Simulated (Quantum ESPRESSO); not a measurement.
# Moving one atom in Si6AlN

These are calculations, not measurements. They come from pw.x of Quantum ESPRESSO 7.5, a plane-wave density functional program, with PseudoDojo standard norm-conserving files (v0.5 for PBE, v0.4.1 for LDA and PBEsol). The cells are made up: elements, strain and atom displacements were drawn at random, and nothing was relaxed. There is no spin polarisation, spin-orbit coupling or dispersion term.

The cell has 8 sites of a zincblende or diamond lattice. Sites 1 to 4 hold Si Si Si Si; sites 5 to 8 hold Al Si Si N. Cell vectors in Å: (5.413, -0.001, 0.022); (-0.001, 5.470, -0.031); (0.022, -0.031, 5.470). Settings: PBE, cutoff 1143 eV, 6 x 6 x 6 k mesh shifted by half a step, Fermi-Dirac smearing of 0.1 eV.

Each run shifts the Al atom on site 5 along x and leaves all else fixed. Site 4 is one of its nearest neighbours. E is the free energy of the cell above the lowest run shown.

```
run  shift (Å)  Fx on site 5 (eV/Å)  Fx on site 4 (eV/Å)  P (GPa)  E (meV)
  1    -0.0706               -1.316                2.907    -2.92      0.0
  2    -0.0566               -1.480                2.977    -2.88     19.6
  3    -0.0481               -1.579                3.019    -2.85     32.6
  4    -0.0236               -1.865                3.144    -2.77     74.8
  6     0.0499               -2.718                3.525    -2.45    243.3
  7     0.0594               -2.827                3.574    -2.40    269.6
  5     0.0171                    ?                    ?        ?        ?
```

A rerun of one of these cells at 1437 eV and k mesh 8 x 8 x 8 moved values by no more than 0.005 eV in the cell's energy, 0.02 GPa in stress and 0.013 eV/Å in force.

## Worked fit

A parabola through the six runs shown gives Fx on site 5 = -2.140 - 11.62 u + 0.7 u² eV/Å, with u in Å and a scatter of 0.001 eV/Å. Minus the slope, 11.62 ± 0.02 eV/Å², is this atom's force constant along x at u = 0, with its periodic images moving too. The fitted force does not vanish within the range. The error is the larger of the fit's own and the change that a cubic makes, rounded up.

## Withheld run

Question: what Fx on site 5 should run 5 give?

The fit gives -2.338 eV/Å. The calculation gave -2.340 eV/Å.

| run | shift (Å) | Fx on site 5 (eV/Å) | Fx on site 4 (eV/Å) | P (GPa) | E (meV) |
| --- | --- | --- | --- | --- | --- |
| 5 | 0.0171 | -2.340 | 3.354 | -2.61 | 160.3 |